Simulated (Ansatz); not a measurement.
CdS (zinc blende, F-43m), plane-wave PAW LDA (Ansatz code), all energies at zero smearing, with the estimated change up to a 700 eV cutoff added, with one set of potentials and settings (totals compare only within such a set). Cell of 2 atoms (1 S, 1 Cd): -8988.647 eV.

```
element                reference phase  E (eV/atom)
-------  -----------------------------  -----------
S           Fddd, 32 atoms in the cell    -869.4931
Cd       P6_3/mmc, 2 atoms in the cell   -8117.8923
```

Formation energy per atom, worked out: (-8988.647 − 1×(-869.4931) − 1×(-8117.8923))/2 = -0.631 eV/atom (-61 kJ per mol of atoms), at 0 K, without zero-point energy or fitted corrections.

The LDA relaxation kept the symmetry of its start; phonons on a q-mesh show no instability. The references are the lowest solids computed at this level, not always the standard phases.

Potentials: the later of the program's two PAW sets.
